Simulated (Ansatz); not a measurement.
# Relaxation of C

Theory: Ansatz 0.2.0, DFT r2SCAN, scalar-relativistic, plane waves, PAW. Run with 500 eV cutoff, 14×8×6 k-mesh, Gaussian smearing of 0.10 eV, no spin polarisation.

What was changed: biaxial strain in the a-b plane, c and atoms relaxed: +3.0 %.

Command:

```bash
ansatz run input.yaml --threads 1 --pin off --max-ram 2560MiB --backend cpu --events-out ev --progress --plain --runs-dir out
```

Input:

```yaml
crystal:
  lattice:
    - [2.5299358073, 0.0, 0.0]
    - [0.0, 4.3805100472, 0.0]
    - [0.0, 0.0, 6.9874708113]
  atoms:
    - { symbol: C, position: [0.5, 0.4166269656, 0.7500842489] }
    - { symbol: C, position: [0.5, 0.9166269656, 0.2499157511] }
    - { symbol: C, position: [0.5, 0.5833730344, 0.2499157511] }
    - { symbol: C, position: [0.5, 0.0833730344, 0.7500842489] }
    - { symbol: C, position: [0.0, 0.9166269656, 0.7500842489] }
    - { symbol: C, position: [0.0, 0.4166269656, 0.2499157511] }
    - { symbol: C, position: [0.0, 0.0833730344, 0.2499157511] }
    - { symbol: C, position: [0.0, 0.5833730344, 0.7500842489] }
basis:
  ecutwfc: 500
kpoints:
  mp_grid: { grid: [14, 8, 6] }
hamiltonian:
  xc: r2scan
scf:
  occupations: { method: gaussian, width: 0.1 }
output:
  forces: true
  stress: true
  eigenvalues: true
relax:
  adjacent_minimum: "off"
  f_tol: 0.008
  max_steps: 40
  cell: { stress_tol: 0.015, fix: [a, b, gamma] }
```

F is the free energy. Steps run on the plane waves of an earlier cell, but the last one, and at times one on the way, on a freshly chosen basis, so a repeated geometry can differ a little in energy. The held parts of the cell keep their stress, so P needn't end at zero.

Steps:

```
step F − F(1) (eV) largest force component (eV/Å) V (Å³/atom) P (GPa)
   1         0.0000                           0.004        9.680   -21.25
   2        -0.0026                           0.001        9.825   -21.02
   3        -0.0028                           0.006        9.932   -20.85
   4        -0.0030                           0.035        9.942   -20.83
   5        -0.0031                           0.003        9.944   -20.83
   6        -0.0035                           0.003        9.944   -20.83
```

Relaxed structure:

```cif
data_structure
_symmetry_space_group_name_H-M 'P 1'
_symmetry_Int_Tables_number 1
_cell_length_a 2.5299
_cell_length_b 4.3805
_cell_length_c 7.1779
_cell_angle_alpha 90.000
_cell_angle_beta 90.000
_cell_angle_gamma 90.000
_cell_volume 79.55
loop_
_atom_site_label
_atom_site_type_symbol
_atom_site_fract_x
_atom_site_fract_y
_atom_site_fract_z
_atom_site_occupancy
C1 C 0.50000 0.41664 0.75007 1
C2 C 0.50000 0.91664 0.24993 1
C3 C 0.50000 0.58336 0.24993 1
C4 C 0.50000 0.08336 0.75007 1
C5 C 0.00000 0.91664 0.75007 1
C6 C 0.00000 0.41664 0.24993 1
C7 C 0.00000 0.08336 0.24993 1
C8 C 0.00000 0.58336 0.75007 1
```

Symmetry: Fmmm, No. 69, orthorhombic system. The conventional cell has a = 2.530 Å, b = 4.381 Å, c = 7.178 Å, α = 90.00°, β = 90.00°, γ = 90.00°. C (site symmetry m2m) is surrounded by 3 C at 1.46 Å.

The run converged. The run took 2.7 min on 1 thread of Intel(R) Xeon(R) Platinum 8488C (Sapphire Rapids), with other jobs on the host, peak memory 0.74 GiB.